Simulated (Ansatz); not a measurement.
BaHfO3:
```xyz
5
Lattice="4.1774 0.0000 0.0000 0.0000 4.1774 0.0000 0.0000 0.0000 4.1774" Properties=species:S:1:pos:R:3 pbc="T T T"
Ba     0.0000     0.0000     0.0000
Hf     2.0887     2.0887     2.0887
O      0.0000     2.0887     2.0887
O      2.0887     2.0887     0.0000
O      2.0887     0.0000     2.0887
```

Relaxed with r²SCAN.

Task: Give the Bader charges and basin volumes of the independent atoms, DFT-r²SCAN in the program Ansatz with PAW potentials.

Result: 

| atom | Bader charge (e) | Bader volume (Å³) |
|---|---|---|
| Ba1 | +1.58 | 22.2 |
| Hf2 | +2.68 | 9.8 |
| O3 | -1.42 | 13.6 |

Space group Pm-3m (cubic perovskite). Symmetry was held in the r²SCAN relaxation. No spin polarisation was allowed. Spin–orbit coupling is left out wherever it is not named.

Potentials: the earlier of the program's two PAW sets.
